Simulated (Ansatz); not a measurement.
Level of theory: DFT PBE, scalar-relativistic, plane waves, PAW (Ansatz).

Levels along Γ–X–U | K–Γ–L–W–X, in eV from a zero inside the gap, sorted by energy at each point. Points in fractions of the primitive reciprocal vectors: Γ (0.000 0.000 0.000), X (-0.500 -0.500 0.000), U (-0.375 -0.375 0.250), K (-0.375 0.000 0.375), L (0.000 0.000 0.500), W (-0.500 -0.250 0.250).
| point | k (1/Å, with 2π) | band 2 | band 3 | band 4 | band 5 | band 6 | band 7 |
| --- | --- | --- | --- | --- | --- | --- | --- |
| Γ | 0.000 | -0.69 | -0.69 | -0.69 | 5.36 | 6.52 | 6.52 |
| - | 0.205 | -1.10 | -0.94 | -0.94 | 5.69 | 6.21 | 6.89 |
| - | 0.410 | -2.09 | -1.55 | -1.55 | 5.15 | 6.47 | 7.84 |
| - | 0.615 | -3.35 | -2.26 | -2.26 | 3.96 | 6.11 | 9.09 |
| - | 0.820 | -4.75 | -2.91 | -2.91 | 2.70 | 5.06 | 10.43 |
| - | 1.025 | -6.23 | -3.42 | -3.42 | 1.62 | 4.24 | 11.72 |
| - | 1.230 | -7.65 | -3.74 | -3.74 | 0.92 | 3.75 | 12.74 |
| X | 1.435 | -8.44 | -3.84 | -3.84 | 0.69 | 3.59 | 13.16 |
| - | 1.507 | -8.43 | -3.95 | -3.83 | 0.77 | 3.67 | 13.10 |
| - | 1.580 | -8.39 | -4.24 | -3.79 | 0.99 | 3.90 | 12.93 |
| - | 1.652 | -8.32 | -4.64 | -3.73 | 1.27 | 4.30 | 12.66 |
| - | 1.725 | -8.24 | -5.08 | -3.65 | 1.56 | 4.85 | 12.31 |
| - | 1.797 | -8.14 | -5.52 | -3.54 | 1.85 | 5.51 | 11.91 |
| - | 1.869 | -8.03 | -5.89 | -3.41 | 2.13 | 6.24 | 11.48 |
| U | 1.942 | -7.93 | -6.16 | -3.26 | 2.41 | 7.00 | 11.03 |
| K | 1.942 | -7.93 | -6.16 | -3.26 | 2.41 | 7.00 | 11.03 |
| - | 2.159 | -7.60 | -6.15 | -2.71 | 3.34 | 8.54 | 9.69 |
| - | 2.377 | -6.92 | -5.34 | -2.07 | 4.41 | 8.21 | 8.56 |
| - | 2.594 | -5.82 | -4.20 | -1.47 | 5.53 | 7.40 | 7.75 |
| - | 2.812 | -4.41 | -2.96 | -1.03 | 6.30 | 6.69 | 7.24 |
| - | 3.029 | -2.84 | -1.81 | -0.79 | 6.13 | 6.45 | 6.87 |
| - | 3.246 | -1.38 | -0.98 | -0.70 | 5.69 | 6.47 | 6.61 |
| Γ | 3.464 | -0.69 | -0.69 | -0.69 | 5.36 | 6.52 | 6.52 |
| - | 3.641 | -1.23 | -0.76 | -0.76 | 5.58 | 6.60 | 6.65 |
| - | 3.819 | -2.53 | -0.94 | -0.94 | 5.59 | 6.95 | 6.95 |
| - | 3.996 | -4.13 | -1.17 | -1.17 | 5.32 | 7.14 | 7.14 |
| - | 4.174 | -5.77 | -1.40 | -1.40 | 5.03 | 7.05 | 7.05 |
| - | 4.351 | -7.31 | -1.58 | -1.58 | 4.80 | 6.79 | 6.79 |
| - | 4.529 | -8.57 | -1.70 | -1.70 | 4.66 | 6.57 | 6.57 |
| L | 4.706 | -9.14 | -1.74 | -1.74 | 4.61 | 6.48 | 6.48 |
| - | 4.851 | -9.08 | -2.07 | -1.83 | 4.81 | 6.20 | 6.71 |
| - | 4.996 | -8.90 | -2.89 | -2.12 | 4.93 | 5.98 | 7.47 |
| - | 5.141 | -8.62 | -3.88 | -2.61 | 4.66 | 6.27 | 8.69 |
| - | 5.286 | -8.26 | -4.83 | -3.27 | 4.45 | 6.73 | 9.69 |
| - | 5.431 | -7.90 | -5.56 | -4.03 | 4.42 | 7.30 | 9.31 |
| - | 5.576 | -7.70 | -5.82 | -4.79 | 4.47 | 7.96 | 8.90 |
| W | 5.721 | -7.69 | -5.61 | -5.32 | 4.50 | 8.61 | 8.63 |
| - | 5.823 | -7.75 | -5.51 | -5.26 | 4.22 | 7.69 | 8.95 |
| - | 5.926 | -7.89 | -5.25 | -5.09 | 3.55 | 6.65 | 9.71 |
| - | 6.028 | -8.06 | -4.90 | -4.84 | 2.76 | 5.69 | 10.64 |
| - | 6.131 | -8.21 | -4.52 | -4.52 | 1.99 | 4.85 | 11.58 |
| - | 6.233 | -8.34 | -4.20 | -4.18 | 1.32 | 4.18 | 12.39 |
| - | 6.335 | -8.41 | -3.94 | -3.93 | 0.86 | 3.74 | 12.96 |
| X | 6.438 | -8.44 | -3.84 | -3.84 | 0.69 | 3.59 | 13.16 |

The cell has space group F-43m, 2 atoms and 8 electrons in the valence of the PAW potentials, and holds 2 elements, among them Si; it is relaxed at this level.

Cutoff 420 eV, k mesh 10×10×10. No spin polarisation.

Q: Which material gives these bands?

A: SiC, conventional cell a = 4.379 Å (cubic). Other compounds weren't ruled out.

It was relaxed from a cell as deposited in COD.
